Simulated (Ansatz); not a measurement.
A geometry of Be away from equilibrium: the start of the relaxation of a relaxed Be cell, doubled along one cell vector, shaken by Gaussian noise of σ = 0.08 Å a coordinate. Level of theory: r2SCAN (plane waves to 500 eV, PAW, scalar-relativistic; Ansatz, an electronic-structure program). Γ-centred k-mesh 17×9×17 on the run's cell (coarser than for final values), Fermi–Dirac smearing 0.05 eV.

```xyz
2
Lattice="0.0000 1.5802 1.5802 3.1603 0.0000 3.1603 1.5802 1.5802 0.0000" Properties=species:S:1:pos:R:3 pbc="T T T"
Be    -0.0245    -0.1177     0.1441
Be     1.5595     0.1452     1.4792
```

Which atoms carry the largest force, and which way does it point?

2.67 eV/Å, on Be1, Be2 (atoms numbered as listed); on Be1 its components are (-0.57, 1.87, -1.82).

What is the pressure?

+8.4 GPa, compression positive.

No spin polarisation in the result.

The run could not lose the symmetry of its start: the end is stationary, and may be a saddle point rather than a minimum.

The end of the path is a generated cell of Be: the first start was made by placing the elements on the sites of a structure type, and the end was not matched to a known phase here, so it may be hypothetical. Known forms of Be include space group No. 194.
